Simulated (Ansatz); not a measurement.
Starting cell, MoS$_{2}$ (space group R3m):

```
MoS2
1.0
    3.12630     1.80497    11.98194
   -1.56315     0.90249     5.99097
    0.00000    -1.80497     5.99097
Mo S
2 4
Direct
  0.49988   0.99976   0.99976
  0.99988   0.99976   0.99976
  0.20974   0.41948   0.41948
  0.70974   0.41948   0.41948
  0.12339   0.24678   0.24678
  0.62339   0.24678   0.24678
```

A phonon eigenvector at L = (0.5, 0.0, 0.0) is frozen into this cell: atom i moves by Q times the vector below, so Q is the largest atomic displacement, in Å. The cell is held. (q is in reciprocal vectors of the primitive cell; the cell shown is doubled to hold the pattern.)

```json
[
 {"atom": "Mo1", "x": "-0.866", "y": "-0.500", "z": "0.032"},
 {"atom": "Mo2", "x": "0.866", "y": "0.500", "z": "-0.032"},
 {"atom": "S3", "x": "-0.070", "y": "-0.041", "z": "0.712"},
 {"atom": "S4", "x": "0.070", "y": "0.041", "z": "-0.712"},
 {"atom": "S5", "x": "-0.039", "y": "-0.023", "z": "-0.731"},
 {"atom": "S6", "x": "0.039", "y": "0.023", "z": "0.731"}
]
```

Calculation: LDA (plane waves to 420 eV, PAW, scalar-relativistic; Ansatz, a first-principles code). k mesh 6×12×12 (Γ-centred), Fermi-Dirac smearing 0.05 eV. Energies are smeared free energies. As the smearing reaches across the gap at some points, energies and forces of such displacements shift with the k mesh and the smearing. MoS2 is run without spin polarisation. MoS2 was relaxed with its symmetry unable to fall. This is one of several known forms of MoS2; the measured ambient cells at hand have space group No. 194. ΔE is measured from the undisplaced structure.

```csv
Q (Å),ΔE (meV/cell)
-0.280,1764
-0.187,869
-0.093,231
0.000,0
0.093,231
0.187,869
0.280,1764
```

Which DFPT wavenumber at L = (0.5, 0.0, 0.0) belongs to this mode?
(A) 157 cm⁻¹
(B) 237 cm⁻¹
(C) 363 cm⁻¹
(D) 416 cm⁻¹

B, 237 cm⁻¹. The curvature of the scan gives 238 cm⁻¹

(A displaced cell: forces are minus the slopes of the energy, force constants its curvatures, and phonons follow from these.)
